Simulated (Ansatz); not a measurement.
The start is a randomly generated symmetric cell of Co (space group No. 65). Cell shape, volume and atoms are optimised at zero target pressure with r2SCAN (plane waves to 500 eV, PAW, scalar-relativistic; Ansatz, an electronic-structure program). The first steps use a coarse 14×14×15 k-mesh.

The start:
```
Co
1.0
    1.57224    -1.69467     0.00000
    1.57224     1.69467     0.00000
    0.00000     0.00000     2.12354
Co
1
Direct
  0.50000   0.50000   0.00000
```
Spin-polarised start, with parallel moments on Co.

Q: How large is the pressure on the unrelaxed cell, and of which sign?

A: +23.0 GPa (positive: the cell is compressed).

Q: Does the structure survive the relaxation? Give the final space group.

A: The space group goes from Cmmm (No. 65) to P6/mmm (No. 191); the end is AFLOW prototype A_hP1_191_a (A_f, as in Sn), with 1 atom in the primitive magnetic cell.

Q: How much energy is released per atom?

A: 0.41 eV/atom.

Q: How does the volume change?

A: +5.0 %, from 11.32 to 11.89 Å³/atom.

Q: How do the shortest distances between atoms change?

A: The closest pairs of elements (up to four, under 3.6 Å), start → end: Co–Co 2.12 → 2.32 Å.

Q: What band gap does the relaxed structure have at this level?

A: Zero (metallic).

Q: What magnetic moments remain?

A: Net 1.97 μB/atom, ferromagnetic.

Final values are on a 22×22×20 k-mesh of the relaxed cell. Spin state reached: ferromagnetic (net 1.97 μB/atom), from parallel starting moments; other spin orders were not run from this start. r2SCAN tends to overstate moments in metals.

The run could not lose the symmetry of its start, so the end can be a saddle point.

The relaxed structure here is a generated cell of Co: the first start was made by a random draw of sites in a space group, and the end was not matched to a known phase here, so it may be hypothetical. Known forms of Co include space group No. 194.
